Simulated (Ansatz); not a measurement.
Given:

GaMo3N:
```
GaMo3N
1.0
    4.08531     0.00000     0.00000
    0.00000     4.08531     0.00000
    0.00000     0.00000     4.08531
Ga Mo N
1 3 1
Direct
  0.00000   0.00000   0.00000
  0.00000   0.50000   0.50000
  0.50000   0.00000   0.50000
  0.50000   0.50000   0.00000
  0.50000   0.50000   0.50000
```

This is the r²SCAN-relaxed structure.

### Question
All from r²SCAN in the plane-wave PAW code Ansatz, unless another level is named. Estimate the Poisson's ratio.

### Answer
0.30.

### Question
Next, the elastic constants (relaxed ions, GPa)?

### Answer
C11 = 516, C12 = 130, C44 = 87.2.

Space group Pm-3m (anti-perovskite). The start of the workflow was typed in or built on a structure type; neither database checked (COD, Materials Project) lists it. Its standing as an ambient phase is unchecked. The r²SCAN relaxation kept the symmetry of its start; its stability against distortions is not shown here. The workflow began spin-polarised and lost its moments. As this level gives no gap, shear constants depend on the k-mesh and smearing (Fermi–Dirac, 0.1 eV here).

Potentials: the earlier of the program's two PAW sets.
